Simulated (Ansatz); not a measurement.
# Stability checks on a candidate for Al₂GaP₃

The structure comes from a generated guess, relaxed at this level; another structure or a mixture of phases may lie lower.

Theory: DFT PBE, scalar-relativistic, plane waves, PAW in Ansatz. Settings of the last relaxation (6-atom cell): 420 eV, 10×10×10 k points, Gaussian smearing of 0.02 eV, no spin polarisation.

```yaml
crystal:
  lattice:
    - [-1.94752, 1.94752, 8.25717]
    - [1.94752, -1.94752, 8.25717]
    - [1.94752, 1.94752, -8.25717]
  atoms:
    - { symbol: Al, position: [0.66668, 0.66668, 0.00000] }
    - { symbol: Al, position: [0.33332, 0.33332, 0.00000] }
    - { symbol: Ga, position: [0.00000, 0.00000, 0.00000] }
    - { symbol: P, position: [0.41630, 0.91629, 0.50000] }
    - { symbol: P, position: [0.08371, 0.58371, 0.50000] }
    - { symbol: P, position: [0.75000, 0.25000, 0.50000] }
```

Formation energies are uncorrected and refer to the elements' standard structures at the same level. The references include black phosphorus.

**Question.** These tests were run: energy against the elements; random kick, then relaxation without symmetry; phonons at Γ; elastic tensor. What do they show?

**Answer.**

```tsv
test	result
energy against the elements	−0.564 eV/atom
random kick, then relaxation without symmetry	returns
phonons at Γ	lowest optical mode 110 cm⁻¹
elastic tensor	least eigenvalue 33 GPa
```

It fails none of these tests. Whether a mixture of other phases lies lower isn't tested here. Phonons away from Γ weren't computed.

The reference form of P is held partly by dispersion forces, which this level lacks. The kick test ran on a coarse mesh. The run for the phonons used a 10×10×10 k mesh. The run for the elastic tensor used a 10×10×10 k mesh.
